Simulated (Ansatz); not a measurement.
## CdBr6 (Im-3m)

Computed with DFT PBE, scalar-relativistic, plane waves, PAW (Ansatz).

Settings: cutoff 420 eV, Γ-centred mesh 8×8×8 on the computed 7-atom cell, Gaussian smearing of 0.10 eV; no spin polarisation.

The structure is relaxed at this level of theory with its symmetry kept, and needn't be the ground state of this composition.

Space group Im-3m (No. 229), cubic, a = 8.080 Å. Around Cd lie 6 Br at 2.78 Å; around Br lie 1 Br at 2.51 Å and 1 Cd at 2.78 Å.

| Property | Result |
| --- | --- |
| Volume per atom | 37.67 Å³ |
| Formation energy from the elements' standard states (uncorrected) | -0.041 eV/atom |
| Kohn–Sham band gap | none (metal) |
| Density of states at the Fermi level | 0.1 states/eV per cell |
| Orbital (Löwdin) character within 0.5 eV of the Fermi level | Br 4p 96 % |
| Bader charge by site (e) | Cd (1 in the cell) 0.78, Br (6 in the cell) -0.13 |

The cell was found from a structure generator's guess, not taken from experiment. Löwdin shares on free-atom orbitals overweight diffuse shells.
